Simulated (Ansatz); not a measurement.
HfOs, DFT, PBEsol, PAW with Ansatz's default frozen-core files, scalar-relativistic (Ansatz 0.2.0), run on 1 thread of AMD EPYC 9R45 96-Core Processor (Zen 5) on a shared host.

The cell comes from COD entry 1523505, which wasn't checked; take it as a given geometry. The listed cell was then made from it by scaling, straining or moving an atom.

Command: `ansatz run input.yaml --threads 1 --pin off --max-ram 3072MiB --backend cpu --events-out ev --progress --plain --runs-dir out`

```yaml
crystal:
  lattice:
    - [3.20661, 0.0, 0.0]
    - [0.0, 3.20661, 0.0]
    - [0.0, 0.0, 3.239]
  atoms:
    - { symbol: Hf, position: [0.0, 0.0, 0.0] }
    - { symbol: Os, position: [0.5, 0.5, 0.5] }
kpoints:
  mp_grid: { grid: [10, 10, 10] }
scf:
  occupations: { method: fermi_dirac, width: 0.05 }
hamiltonian:
  xc: pbesol
  pseudopotentials: { kind: paw }
output:
  forces: true
  stress: true
  eigenvalues: true
  efg: { contact_densities: true }
```

Question: How large is the problem that the program sets up?

Answer: 126 irreducible k-points, 643 plane waves at Γ, 26 bands.

Question: About how long does it take, and how much memory does it use?

Answer: 4.8 s of wall time for 7 SCF iterations, with a peak of 0.5 GiB. Times on shared machines scatter by tens of per cent.

Question: And the same cell and mesh by all-electron PAW (datasets made for this crystal), asked for forces, stress, eigenvalues, efg, on the same hardware?

Answer: 26 s, peak memory 1.1 GiB.
